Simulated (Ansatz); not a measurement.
## Profile along the Zr–O line in ZrO2 (tetragonal-ZrO2 type, space group P4_2/nmc)

ZrO₂ (tetragonal-ZrO2 type, space group P4_2/nmc)

```cif
data_O4Zr2
_chemical_formula_sum 'Zr2 O4'
_space_group_name_H-M_alt 'P 1'
_space_group_IT_number 1
_cell_length_a 3.62082
_cell_length_b 3.62082
_cell_length_c 5.28425
_cell_angle_alpha 90.000
_cell_angle_beta 90.000
_cell_angle_gamma 90.000
loop_
_space_group_symop_operation_xyz
  'x, y, z'
loop_
_atom_site_label
_atom_site_type_symbol
_atom_site_fract_x
_atom_site_fract_y
_atom_site_fract_z
_atom_site_occupancy
Zr1 Zr 0.00000 0.00000 0.00000 1
Zr2 Zr 0.50000 0.50000 0.50000 1
O1 O 0.00000 0.50000 0.19251 1
O2 O 0.00000 0.50000 0.69251 1
O3 O 0.50000 0.00000 0.30749 1
O4 O 0.50000 0.00000 0.80749 1
```

Fields along a shortest Zr–O line of a (010) plane (2.08 Å), from Zr to O, interpolated on the slice's grid (step about 0.2 Å). Level of theory: PBE (plane waves to 420 eV, PAW, scalar-relativistic; Ansatz, a quantum-chemistry and plane-wave program). k mesh 9×9×6. These are valence fields of a PAW run, semicore shells included where kept as valence: close to a nucleus they are smooth pseudo fields. The PAW data are Ansatz's earlier set. This is a high-temperature form of ZrO2. ZrO2 is run without spin polarisation. ZrO2 was relaxed with its symmetry unable to fall.

| distance from Zr (Å) | valence electron density (e/Å³) | electron localisation function | density of the highest valence band (e/Å³) | density of the lowest conduction band (e/Å³) |
|---|---|---|---|---|
| 0.00 | 3.46 | x | 0.003 | 0.001 |
| 0.21 | 3.98 | x | 0.005 | 0.005 |
| 0.42 | 4.09 | 0.66 | 0.005 | 0.020 |
| 0.62 | 2.76 | 0.75 | 0.003 | 0.030 |
| 0.83 | 1.32 | 0.51 | 0.007 | 0.023 |
| 1.04 | 0.73 | 0.24 | 0.016 | 0.013 |
| 1.25 | 0.91 | 0.58 | 0.034 | 0.009 |
| 1.46 | 1.90 | 0.83 | 0.066 | 0.010 |
| 1.66 | 4.30 | 0.75 | 0.088 | 0.013 |
| 1.87 | 7.37 | x | 0.042 | 0.012 |
| 2.08 | 8.75 | x | 0.005 | 0.007 |

x: too close to a nucleus for the ELF to mean much. Band densities are of whole bands, smooth part only.

Density on the Zr–O line (2.08 Å) at its density minimum, 1.1 Å from Zr: 0.71 e/Å³. ELF at that point: 0.3. Element round which the density of the highest valence band (whole band, smooth part) is largest on this plane: O.
